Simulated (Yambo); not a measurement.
A G0W0@PBEsol run in Yambo for BaO (rock salt, space group Fm-3m, No. 225) under isotropic strain of +1 % on all lattice vectors (4×4×4 Γ-centred k mesh, 96 bands and a 10 Ry block in the screening, 96 bands in G with the Bruneval-Gonze terminator, plasmon pole fitted at 27.2 eV) gives these matrix elements, in eV, at the band edges (X → X):

```json
[
 {"state": "valence edge", "E0": "0.000", "<Vxc>": "-18.341", "<Σx>": "-23.176", "<Σc(E0)>": "3.768", "Z": "0.773"},
 {"state": "conduction edge", "E0": "1.951", "<Vxc>": "-8.800", "<Σx>": "-4.464", "<Σc(E0)>": "-3.778", "Z": "0.846"}
]
```

### Question
Solve the linearised quasiparticle equation for both states, give the gap, and say how exchange and correlation each act on it.

### Answer
E = E0 + Z(Σx + Σc − Vxc). Valence: 0.000 + 0.773 × (-23.176 + (3.768) − (-18.341)) = -0.82 eV. Conduction: 1.951 + 0.846 × (-4.464 + (-3.778) − (-8.800)) = 2.42 eV. The gap is 3.25 eV, against 1.95 eV in PBEsol. Replacing Vxc by bare exchange alone would open it by 9.17 eV; correlation takes back 7.55 eV of that, and Z scales what is left. Convergence of the G0W0 settings was not tested. 

Geometry strained from the cell relaxed with PBEsol, atoms relaxed again; primitive cell a = b = c = 3.918 Å, α = β = γ = 60.00°.
